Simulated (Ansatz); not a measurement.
Here is the system:

Cs:
Space group I4₁/amd, origin choice 1 (No. 141); a = b = 5.023 Å, c = 18.189 Å, α = β = γ = 90.00°

```json
[
 {"atom": "Cs", "site": "4b", "symmetry": "-4m2", "x": "0.0000", "y": "0.0000", "z": "0.5000"}
]
```
(The calculation used a cell of 2 atoms; values per cell refer to that cell.)

This is the PBEsol-relaxed structure.

Task: All from PBEsol in the plane-wave PAW code Ansatz, unless another level is named. Give the highest zone-centre frequency.

Result: 37 cm⁻¹.

Task: Next, the bulk modulus (Birch–Murnaghan fit)?

Result: 1.8 GPa.

Space group I4_1/amd. The first step of the workflow began from a Materials Project structure, measured or hypothetical; the Crystallography Open Database copy checked does not list it. It is not the phase usual at ambient conditions (space group No. 229). The cell was relaxed with PBEsol under the symmetry of its start. At this level the phase is mechanically unstable. As this level gives no gap, phonon frequencies hold no LO–TO term and depend on the k-mesh and smearing (Fermi–Dirac, 0.1 eV here). Axis ratios of metals converge slowly with the k-mesh, so a and c are less sure than the volume. Spin–orbit coupling is left out wherever it is not named.

Potentials: the later of the program's two PAW sets.
